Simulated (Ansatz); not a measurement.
Input:

SnSe$_{2}$ (CdI2 type)

```yaml
crystal:
  lattice:
    - [7.58729, 0.00000, 0.00000]
    - [-1.89682, 3.28539, 0.00000]
    - [0.00000, 0.00000, 5.74380]
  atoms:
    - { symbol: Sn, position: [0.00000, 0.00000, 0.00000] }
    - { symbol: Sn, position: [0.50000, 0.00000, 0.00000] }
    - { symbol: Se, position: [0.16667, 0.66667, 0.27602] }
    - { symbol: Se, position: [0.66667, 0.66667, 0.27602] }
    - { symbol: Se, position: [0.33333, 0.33333, 0.72398] }
    - { symbol: Se, position: [0.83333, 0.33333, 0.72398] }
```

Two-dimensional scan of atom 4 (Se, nearest neighbour Sn at 2.704 Å; its periodic images, 3.8 Å or more away, move with it): u runs along (1.000, 0.000, 0.000), v along (0.000, 1.000, 0.000) (Cartesian). Cell and other atoms are fixed.

Calculation: PBEsol-D3(BJ) (plane waves to 420 eV, PAW, scalar-relativistic; Ansatz, a first-principles code). k mesh 4×8×5 (Γ-centred), Fermi-Dirac smearing 0.05 eV. Energies are smeared free energies. With partly filled bands, energies and forces of such displacements shift with the k mesh and the smearing. At this level the bands of SnSe2 touch or barely overlap; measurements give the solid a gap. SnSe2 was relaxed with its symmetry unable to fall. The zero of ΔE is the undisplaced structure. Axes are in Å.

The scan covers u from -0.680 to 0.680 Å in 5 points and v from -0.680 to 0.680 Å in 5 points.

Question: In which direction of the plane is the atom held most weakly?

Answer: 119° from u towards v.

Question: What are the two principal curvatures of the energy at the centre?

Answer: 4.1 and 5.6 eV/Å².

(A displaced cell: forces are minus the slopes of the energy, force constants its curvatures, and phonons follow from these.)
